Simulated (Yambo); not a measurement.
Yambo run on KCl (rock salt, space group Fm-3m, No. 225). The wavefunctions are LDA (pw.x of Quantum ESPRESSO, ONCV potentials, no spin-orbit coupling) ones on a 4×4×4 mesh (8 occupied bands); a = 4.2959 Å, b = 4.2959 Å, c = 4.2959 Å, α = 60.00°, β = 60.00°, γ = 60.00°.

Yambo input:

```
rim_cut
gw0
dyson
el_el_corr
HF_and_locXC
cohsex
em1s
RandQpts= 1000000
RandGvec= 1 Ry
EXXRLvcs= 72 Ry
VXCRLvcs= 288 Ry
Chimod= "HARTREE"
% BndsRnXs
 1 | 136 |
%
NGsBlkXs= 10 Ry
% LongDrXs
 1.0 | 1.0 | 1.0 |
%
ExtendOut
% QPkrange
 1 | 1 | 8 | 9 |
%
```

k points by index: 1 = Γ.

The o-*.qp file then holds:

```
#    K-point    Band    Eo [eV]    E [eV]    E-Eo [eV]    Vxc [eV]    Vnlxc [eV]    Sc|Eo [eV]    Re(Z)    Im(Z)
#
    1    8    0.000000    -4.759230    -4.759230    -14.16390    -18.72982    -0.193315    1.000000    0.000000
    1    9    5.115364    5.368341    0.252976    -8.112171    -3.710960    -4.148235    1.000000    0.000000
```
(The two width columns are left out.) Convergence of these settings isn't established.

Geometry relaxed with LDA.
